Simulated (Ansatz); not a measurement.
Start of a relaxation of ZrGa2Se2:

```cif
data_structure
_symmetry_space_group_name_H-M 'P-3m1'
_symmetry_Int_Tables_number 164
_cell_length_a 4.2603
_cell_length_b 4.2603
_cell_length_c 7.1450
_cell_angle_alpha 90.000
_cell_angle_beta 90.000
_cell_angle_gamma 120.000
_cell_volume 112.31
loop_
_atom_site_label
_atom_site_type_symbol
_atom_site_symmetry_multiplicity
_atom_site_Wyckoff_symbol
_atom_site_fract_x
_atom_site_fract_y
_atom_site_fract_z
_atom_site_occupancy
Zr1 Zr 1 a 0.00000 0.00000 0.00000 1
Ga1 Ga 2 d 0.33333 0.66667 0.63487 1
Se1 Se 2 d 0.66667 0.33333 0.74567 1
```

These are results of DFT PBE, scalar-relativistic, plane waves, PAW in Ansatz 0.2.0, not measurements. Cutoff 420 eV, Gaussian smearing, Γ-centred meshes. Cell and atoms relax first on a coarse mesh and then on a finer one. In between, the cell is made exact in the group found at 0.06 Å. In metals the finer mesh still leaves noise of several meV/atom or more. The steps can't lower the symmetry of their start. No spin polarisation in the relaxation; trial moments died out in a coarse test.

A guess keeps its type if space group and coordination stay and the shape of the cell changes little (axis ratios within about 15 %, angles within 6°); the volume may change.

Question: Will the relaxed cell still be of the starting type?

Answer: It doesn't keep its type. The symmetry stays P-3m1 (No. 164). The volume per atom grows by 5.1 %, from 22.5 to 23.6 Å³. The shortest distance goes from 2.58 Å (Ga–Se) to 2.71 Å (Zr–Se). The ratio c/a of the conventional cell changes by a factor of 1.63. Counting neighbours within 15 % of an atom's shortest distance, the start has Ga 4, Se 4, Zr 6 and the end Ga 3, Se 3, Zr 6. In detail, at the end Zr has 6 Se at 2.71 Å; around Ga lie 3 Ga at 2.79 Å and 3 Se at 3.24 Å; Se is surrounded by 3 Zr at 2.71 Å.

```
CELL_PARAMETERS angstrom
3.67801 0.00000 0.00000
-1.83900 3.18525 0.00000
0.00000 0.00000 10.07331
ATOMIC_POSITIONS crystal
Zr 0.00000 0.00000 0.00000
Ga 0.33333 0.66667 0.58984
Ga 0.66667 0.33333 0.41016
Se 0.66667 0.33333 0.83280
Se 0.33333 0.66667 0.16720
```

The last run used a 12×12×4 mesh (in the run's order of axes) for its 5-atom cell and Gaussian smearing of 0.10 eV. A structure relaxed within its symmetry needn't be a true minimum.
